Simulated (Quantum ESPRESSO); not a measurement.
Ag3Pt3MoW, one composition in several site orders

Computed values, not a measurement. The program is pw.x of Quantum ESPRESSO 7.5 (plane-wave density functional theory). The cell is made up: eight metal atoms on a face-centred cubic lattice, with elements, volume, strain and displacements drawn at random and not relaxed, so it may be unstable or far from any real phase. PseudoDojo standard norm-conserving files set the functional (PBE unless stated); there is no spin polarisation or spin-orbit coupling, the Fermi-Dirac width of 0.25 eV means electrons at about 2900 K, and the masses in the input are unused placeholders. Heavy elements are run without spin-orbit coupling, which real alloys of them have. A spin test at this wide smearing found no moment, but such smearing suppresses magnetism that the real alloy may have.

The runs put one composition on the sites in different orders. Cell, positions, cutoff, mesh and smearing stay as in the input of run 1; sites are counted in its order. Stress in the tables is positive in tension.

Input of run 1:

```
&control calculation='scf', pseudo_dir='./dojo.nc.sr.pbe.v0_5.standard.upf', outdir='./o', disk_io='minimal', tprnfor=.true., tstress=.true. /
&system ibrav=0, nat=8, ntyp=4, nbnd=84, ecutwfc=84.00895049, nosym=.true., tot_charge=0,
 occupations='smearing', smearing='fd', degauss=0.0183746611
/
&electrons conv_thr=1.470e-08, electron_maxstep=70, mixing_beta=0.5 /
ATOMIC_SPECIES
Ag 1.0 Ag.upf
Mo 1.0 Mo.upf
Pt 1.0 Pt.upf
W 1.0 W.upf
CELL_PARAMETERS angstrom
-3.9657 -0.001 0.0101
-0.0111 -3.919 3.953
-0.0036 5.757 1.855
ATOMIC_POSITIONS angstrom
Ag -0.0222 -0.0425 0.0115
Ag -0.1368 1.9294 1.9291
Pt 0.0125 -2.0255 2.0018
Ag -0.0717 -0.1868 3.8771
Pt -2.0266 3.9213 1.8463
Pt -1.8034 -0.0531 1.968
Mo -1.9096 1.9406 3.9353
W -1.91 -1.8286 3.8653
K_POINTS automatic
6 5 4 1 1 1
```

| run | elements on sites 1 to 8 | free energy less that of run 1 (eV) | -TS (eV) | pressure (GPa) | stress xx (GPa) | stress yy (GPa) | stress zz (GPa) | stress yz (GPa) | stress xz (GPa) | stress xy (GPa) | iterations |
| --- | --- | --- | --- | --- | --- | --- | --- | --- | --- | --- | --- |
| 1 | Ag Ag Pt Ag Pt Pt Mo W | 0.000 | -1.423 | 28.67 | -32.54 | -27.47 | -26.00 | -2.24 | -1.04 | -2.32 | 16 |
| 2 | Ag Ag Ag Pt Pt Pt Mo W | -0.015 | -1.391 | 29.00 | -31.87 | -26.71 | -28.42 | -2.51 | -0.99 | -2.56 | 16 |
| 3 | Mo Ag Pt W Ag Pt Pt Ag | 0.113 | -1.433 | 28.38 | -28.73 | -30.07 | -26.35 | -1.38 | -0.45 | -2.92 | 16 |
| 4 | Pt Ag Mo W Pt Ag Pt Ag | -0.265 | -1.292 | 27.55 | -28.23 | -28.11 | -26.31 | -2.39 | -1.23 | -2.37 | 16 |
| 5 | Pt Ag Ag W Ag Pt Pt Mo | -0.968 | -1.083 | 27.38 | -22.78 | -29.38 | -29.98 | -2.98 | -1.11 | -2.25 | 14 |
| 6 | Ag Pt Mo Pt Ag W Ag Pt | -1.024 | -1.089 | 27.24 | -25.18 | -28.90 | -27.63 | -4.53 | 0.19 | -3.56 | 14 |

Forces Fx Fy Fz (eV/Å):

| site | run 1 | run 2 | run 3 | run 4 | run 5 | run 6 |
| --- | --- | --- | --- | --- | --- | --- |
| 1 | 1.24 0.89 0.11 | 1.23 0.85 0.11 | 0.61 -0.29 -1.23 | 1.32 0.23 -0.55 | 1.07 0.76 -0.48 | 1.13 0.74 0.15 |
| 2 | 2.20 -0.19 0.03 | 2.17 -0.18 0.07 | 1.98 -0.16 -0.18 | 1.93 -0.47 -0.12 | 2.18 -0.15 0.05 | 1.96 -0.67 0.42 |
| 3 | 0.93 -0.57 0.36 | 1.11 0.28 -0.78 | 1.18 1.04 0.06 | 0.89 1.25 0.38 | 1.08 0.32 -0.78 | 0.17 2.06 -0.26 |
| 4 | 2.55 2.56 0.60 | 2.18 1.89 0.74 | 1.99 4.29 0.07 | 2.47 2.39 0.40 | 1.39 2.70 0.18 | 2.56 2.80 -0.76 |
| 5 | -0.32 -1.30 -0.34 | -0.43 -1.32 -0.19 | -0.12 -0.91 0.72 | -0.19 -0.78 0.26 | -0.19 -0.92 0.86 | -0.22 -0.72 0.54 |
| 6 | -2.86 1.08 -0.05 | -2.87 1.07 -0.20 | -2.18 0.60 -0.67 | -2.89 0.87 -0.82 | -2.63 0.61 0.01 | -1.90 0.02 0.42 |
| 7 | -1.50 0.65 -0.04 | -1.46 -0.36 0.25 | -1.30 -1.82 0.16 | -1.31 -0.80 -0.49 | -1.55 -1.11 -0.36 | -1.42 -1.10 -0.90 |
| 8 | -2.25 -3.12 -0.66 | -1.92 -2.22 0.00 | -2.17 -2.76 1.09 | -2.22 -2.70 0.95 | -1.35 -2.21 0.53 | -2.28 -3.14 0.38 |

The sites are displaced and not relaxed, so the energy differences mix bonding between neighbours with strain and are not ordering energies. A rerun of one cell of this series at a higher cutoff and on a denser mesh moved values by no more than 0.004 eV in energy, 0.04 GPa in stress and 0.006 eV/Å in force, and a second program with other atomic files agreed on that cell to 2 % rms in force and 0.5 GPa in pressure.